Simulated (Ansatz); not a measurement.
# Does relaxation matter for the field gradients of HfO2 with yttrium replacing Hf?

Start: a supercell of HfO2 (fluorite type, Fm-3m) built from a Materials Project structure (computed, not necessarily an observed phase), with all atoms left at the host's positions.

Space group Fm-3m (No. 225); a = 10.0643 Å.

| site | Wyckoff | site symmetry | x | y | z |
| --- | --- | --- | --- | --- | --- |
| Y | 4a | m-3m | 0.0000 | 0.0000 | 0.0000 |
| Hf2 | 24d | m.mm | 0.2500 | 0.2500 | 0.0000 |
| Hf8 | 4b | m-3m | 0.5000 | 0.5000 | 0.5000 |
| O9 | 32f | .3m | 0.3750 | 0.3750 | 0.3750 |
| O12 | 32f | .3m | 0.8750 | 0.6250 | 0.6250 |

One atom of each set is listed; the run and its k-mesh use a cell of 24 atoms with edges of 7.12, 7.12, 7.12 Å.

Computed with Ansatz: DFT, PBE, plane waves and PAW, scalar-relativistic, 420 eV cutoff, Γ-centred 3×3×3 k-points, Fermi–Dirac smearing 0.01 eV, cell charge -1.

The largest force at the start is 2.0 eV/Å. Relaxing the ions at fixed cell moves them by 0.084 Å at most (atom 16, O) and 0.051 Å rms.

```csv
site,moved (Å),first shell before,first shell after,V_zz before (10²¹ V/m²),η before
Y,0.000,8 O at 2.18 Å,8 O at 2.26 Å,0.00,–
Hf2,0.000,8 O at 2.18 Å,8 O at 2.15–2.19 Å,3.32,0.56
O9,0.027,4 Hf at 2.18 Å,4 Hf at 2.15–2.19 Å,-0.24,0.00
O12,0.084,"3 Hf at 2.18 Å, 1 Y at 2.18 Å","3 Hf at 2.15 Å, 1 Y at 2.26 Å",-2.06,0.00
```

Task: What are V_zz and η after the relaxation?

Result: 

| site | V_zz after | η after | change of V_zz |
| --- | --- | --- | --- |
| Y | 0.00 | – | 0.00 |
| Hf2 | 5.68 | 0.42 | +2.36 |
| O9 | -0.97 | 0.00 | -0.73 |
| O12 | -1.41 | 0.00 | +0.65 |

The largest change of V_zz is on Hf2, from 3.32 to 5.68. In per cent, |V_zz| changes by +71 on Hf, -32 on O (all sites that start above 0.5). On Hf2 V_xx and V_yy change places (or their axes turn by over 50°), so the two values of η hide a larger change. Other sites without a gradient aren't listed.

The defect repeats with the cell of 24 atoms, so it feels its images: sites between two images don't show the values beside a lone defect, and zeros or small values of η there can come from the images' arrangement. This high-symmetry form of HfO2 is unstable when cold, to shifts of the oxygen columns, towards the tetragonal form. The symmetry of the cell holds that distortion back, wholly or in part, and it would change the field gradients, the more the larger the distortion. A uniform background compensates the cell's charge. Without spin–orbit coupling the gradients at and beside Hf can be off by some per cent, at some sites by more.
Before: The cell keeps the host's lattice, where the PBE pressure is 12 GPa (in a charged cell this depends on the convention for the mean potential). The neighbours have not yet relaxed around the defect (largest force 2.0 eV/Å), so a real crystal will differ.
After: The relaxation keeps the site symmetry m-3m of the start, so the impurity can't leave its site; a start off the site could end lower. The cell keeps the host's lattice, where the PBE pressure is 13 GPa (in a charged cell this depends on the convention for the mean potential).
